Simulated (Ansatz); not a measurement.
GaCl$_{3}$:
```xyz
8
Lattice="-6.5259 0.0000 0.0000 -3.2618 -1.9647 -5.5525 -3.2625 -5.8024 0.0000" Properties=species:S:1:pos:R:3 pbc="T T T"
Ga    -3.2620    -1.5360    -0.5101
Ga    -9.7883    -6.2311    -5.0424
Cl    -8.1345    -1.9657    -5.5518
Cl    -4.9158    -5.8015    -0.0007
Cl    -6.5269    -2.7716    -0.9925
Cl    -6.5234    -4.9956    -4.5600
Cl    -9.7871    -5.7615    -2.9999
Cl    -3.2632    -2.0057    -2.5527
```

Relaxed with LDA. 

Problem. HSE06 on this cell (Ansatz, a first-principles code, PAW) gives a gap of 5.62 eV. What does LDA give?

Solution. 3.83 eV.

Cost on shared cores: the LDA run (SCF on a 5×5×5 mesh, then bands and DOS) roughly 7 core-minutes, the HSE06 run (SCF on 3×3×3, then a few points) very roughly 7 core-minutes; the tasks are unlike.

Space group C2/m. The workflow started from a Materials Project entry (that database holds measured and hypothetical structures alike); the Crystallography Open Database files this formula in space group No. 12, but the cells were not matched. Its standing as an ambient phase is unchecked. The LDA relaxation kept the symmetry of its start; its stability against distortions is not shown here. A crystal of weakly bound molecules computed without a dispersion correction: the cell and the soft elastic constants depend strongly on that. Spin–orbit coupling is left out wherever it is not named.

Potentials: the later of the program's two PAW sets.

Ansatz is a plane-wave DFT program.
